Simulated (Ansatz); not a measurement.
One crystal and one scan (generalised stacking-fault energy along a line) at two levels, PBE (plane waves to 420 eV, PAW, scalar-relativistic; Ansatz, a program for electronic structure) and r2SCAN (plane waves to 500 eV, PAW, scalar-relativistic; Ansatz), each from its own relaxed cell and on its own mesh.

The crystal is Sc (hcp, Mg type); the crystal slips on the (0001) plane by s times a lattice vector of 5.75 Å, atoms relaxing along the normal only, γ being the energy change per area.

E is the zero-smearing estimate. Sc is run without spin polarisation. Sc was relaxed with its symmetry unable to fall. Faults lie only 15.5 Å apart, and holding the cell height raises γ above its relaxed value. Faults lie only 15.6 Å apart, and holding the cell height raises γ above its relaxed value. With partly filled bands, the k mesh leaves noise in γ, roughly 0.02 J/m² as judged from a few cases. Both scans cover s from 0.000 to 0.917.

| quantity | run 1 | run 2 |
|---|---|---|
| Lattice constant a (Å) | 3.319 | 3.329 |
| Lattice constant c (Å) | 5.166 | 5.192 |
| Relaxed volume (Å³/atom) | 24.65 | 24.92 |
| Highest computed γ on the line (J/m²) | 0.63 | 0.61 |
| γ at the local minimum along the line, s = 0.667 (J/m²) | 0.17 | 0.20 |
| Steepest slope dγ/d(shift) before the first maximum (spline) (GPa) | 6.2 | 6.0 |

**Question.** Which run is which level?

**Answer.** Run 1 is PBE, run 2 is r2SCAN. PBE gives the lower value for: lattice constant a; lattice constant c; relaxed volume; γ at the local minimum along the line, s = 0.667. Both give the same position of the highest point: s = 0.333. Neither level is exact: the differences show how much the result hangs on the functional.

(The slope of γ gives the shear force per area between the displaced halves; near zero shift its curvature is an elastic stiffness.)
